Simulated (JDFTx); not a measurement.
Reference run:

```yaml
surface: Ir(100)
bulk: Ir, Fm-3m, lattice of mp-101 (not re-optimised)
slab: 5 atoms in 5 planes, 1x1, 7.7 Å between the outermost planes
in-plane cell: 2.725 × 2.725 Å, 7.43 Å²
cell_height: 23.7 Å
sampling: 8×8×1 k mesh, Fermi smearing 0.01 Ha, no spin polarisation
```

The reference is PBE, GBRV ultrasoft potentials, plane waves to 20/100 Ha; code: a modified build of JDFTx. Unrelaxed; liquid: CANDLE, water, 1 M NaF. SHE scale: U = −μ/e − 4.44 V, by convention.

```csv
density cutoff alone,work function (eV),U_pzc (V),k states × plane waves,"cycles, vacuum run","rough core time, vacuum run"
80 Ha,5.49,0.76,15 × 5073,22,5 min
100 Ha,5.49,0.76,15 × 5073,22,6 min
130 Ha,5.49,0.76,15 × 5073,22,8 min
```

The work function stays within 0.01 eV over all these settings; capacitances repeat to about ±0.2 μF/cm². Core times come from shared machines and are rough, one run each.
